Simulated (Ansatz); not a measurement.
# LiPb: energy along a strain

LiPb, Pm-3m, a = 3.522 Å (as given, not relaxed at this level: 0.6 GPa). The structure is a COD entry; whether it is the stable form wasn't checked. Ansatz: r2SCAN, PAW, 500 eV, Γ-centred 14×14×14 mesh on 2 atoms, Gaussian smearing 0.15 eV; no spin polarisation. Cell vectors (Å): 3.522 0.000 0.000; 0.000 3.522 0.000; 0.000 0.000 3.522. The cell is strained by x per cent times the pattern (1 1 0 0 0 0) in the order xx yy zz yz xz xy (engineering shears), with fractional coordinates held. y is the free energy over the start, V0 = 21.844 Å³/atom.

| x (%) | y (meV/atom) |
| --- | --- |
| -2.00 | ? |
| -1.50 | 5.14 |
| -1.00 | 2.80 |
| -0.50 | 1.10 |
| 0.00 | 0.00 |
| 0.50 | -0.52 |
| 1.00 | -0.47 |
| 1.50 | 0.12 |
| 1.75 | 0.61 |
| 2.00 | 1.23 |

Problem. Fit y = c1 x + c2 x² + c3 x³ to the other rows, get the stiffness along the pattern, and predict the missing energy.

Solution. Least squares on the rows shown. y = −1.609 x + 1.168 x² − 0.02821 x³. The clamped-ion stiffness p·C·p = 2 × 11.68 eV × 160.2 / 21.844 Å³ = 171 GPa (second derivative at the start, which stands under stress). At x = -2.00 the fit asked for gives 8.12 meV/atom. The run gave 8.15 meV/atom, so the fit is 0.03 meV/atom too low, a small miss on the scale of the series.

Spin–orbit coupling is left out, which can shift energies with elements as heavy as these.